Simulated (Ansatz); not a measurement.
AlP (NiAs type, space group No. 194) under volume change, DFT-PBEsol in the program Ansatz with PAW potentials, shape and atoms relaxed at each volume.

```
V (Å³/atom)  E − E(relaxed) (meV/atom)  P (GPa)
-----------  -------------------------  -------
14.458                            52.0    12.62
14.934                               ?        ?
15.411                             5.2     3.57
15.888                             0.0     0.00
16.364                             4.7    -3.06
16.841                               ?        ?
17.317                            38.0    -7.90
```

Complete the blanks.


- 14.934, E − E(relaxed) (meV/atom): 21.8
- 14.934, P (GPa): 7.74
- 16.841, E − E(relaxed) (meV/atom): 17.8
- 16.841, P (GPa): -5.67

What does a third-order Birch–Murnaghan fit give for V₀, B₀ and B′?

V₀ = 15.89 Å³/atom, B₀ = 110 GPa, B′ = 4.2.

Space group P6_3/mmc (NiAs type). The start of the workflow was typed in or built on a structure type; neither database checked (COD, Materials Project) lists it. It is not the phase usual at ambient conditions (space group No. 216). The PBEsol relaxation kept the symmetry of its start; whether a distortion lowers the energy is not shown.

Potentials: the earlier of the program's two PAW sets. The files were generated under PBE; for other functionals the program regenerates the frozen cores, and for LDA and PBEsol the local potential too.
